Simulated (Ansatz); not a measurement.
Be2C (fluorite or antifluorite type, Fm-3m), DFT-PBEsol in the program Ansatz with PAW potentials: ε∞ = 6.98, cell volume 20.02 Å³. Infrared-active transverse modes:

```tsv
ω_TO (cm⁻¹)	oscillator strength S_xx (e²/amu)
654.8	1.294
```

Problem. Compute the static dielectric constant.

Solution. Each mode adds (4.921e7/V) S/ω²: 7.42. So ε0 = 14.4.

Problem. What LO frequency does the Lyddane–Sachs–Teller relation give?

Solution. ω_LO = ω_TO √(ε0/ε∞) = 941 cm⁻¹.

The PBEsol relaxation kept the symmetry of its start.

Potentials: the earlier of the program's two PAW sets. The files were generated under PBE; for other functionals the program regenerates the frozen cores, and for LDA and PBEsol the local potential too.
